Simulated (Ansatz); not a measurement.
**Is this AlGa5As6 structure a true minimum?**

It was reached by relaxing an invented guess, and it needn't be the stable form of this composition.

Method: DFT PBE, scalar-relativistic, plane waves, PAW in Ansatz. Plane waves to 420 eV, a k mesh through Γ of 12×12×2 on the computed 12-atom cell and Gaussian smearing (0.02 eV); no spin polarisation.

The cell below (12 atoms, space group P3m1 (No. 156)) is relaxed within its symmetry.

```xyz
12
Lattice="4.0601 0.0000 0.0000 -2.0301 3.5162 0.0000 0.0000 0.0000 19.8905" Properties=species:S:1:pos:R:3 pbc="T T T"
Al    0.0000    0.0000    0.0040
Ga    0.0000    2.3441   16.5761
Ga    2.0301    1.1721   13.2627
Ga    0.0000    0.0000    9.9456
Ga    0.0000    2.3441    6.6282
Ga    2.0301    1.1721    3.3101
As    0.0000    0.0000   17.4123
As    0.0000    2.3441   14.0917
As    2.0301    1.1721   10.7758
As    0.0000    0.0000    7.4586
As    0.0000    2.3441    4.1419
As    2.0301    1.1721    0.8180
```

For the test it was strained at random (σ = 1.5 % a component), the atoms were moved at random (σ = 0.10 Å), and all was relaxed again on a coarse 6×6×1 mesh (in the run’s order of axes) with 0.10 eV smearing, with no symmetry imposed.

**Question.** What happens?

**Answer.** It returns, within 1 meV/atom of the unmoved cell on that mesh and with the same symmetry when read at 0.1 Å (Cm at 0.01 Å, so small strains and shifts remain). No instability shows in this cell; modes of other wave vectors, which need another repeat, aren't tested.
